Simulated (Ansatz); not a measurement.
ZrB$_{2}$ in space group P6/mmm (No. 191; Zr on 1a, B on 2d) under volume change, plane-wave PAW LDA (Ansatz code), shape and atoms relaxed at each volume.

| V (Å³/atom) | E − E(relaxed) (meV/atom) | P (GPa) |
|---|---|---|
| 8.996 | 76.0 | 29.57 |
| 9.293 | 32.1 | 18.22 |
| 9.589 | 7.6 | 8.44 |
| 9.886 | 0.0 | 0.01 |
| 10.182 | ? | ? |
| 10.479 | 26.3 | -13.53 |
| 10.775 | ? | ? |

Q: What belongs in the gaps?

A: 
- 10.775, E − E(relaxed) (meV/atom): 56.4
- 10.775, P (GPa): -18.94
- 10.182, E − E(relaxed) (meV/atom): 6.9
- 10.182, P (GPa): -7.26

Q: What does a third-order Birch–Murnaghan fit give for V₀, B₀ and B′?

A: V₀ = 9.89 Å³/atom, B₀ = 260 GPa, B′ = 3.9.

Symmetry was held in the LDA relaxation. The run is not spin-polarised. Scalar-relativistic: spin–orbit coupling is off unless named, which matters more the heavier the elements.

Potentials: the earlier of the program's two PAW sets. The files were generated under PBE; for other functionals the program regenerates the frozen cores, and for LDA and PBEsol the local potential too.
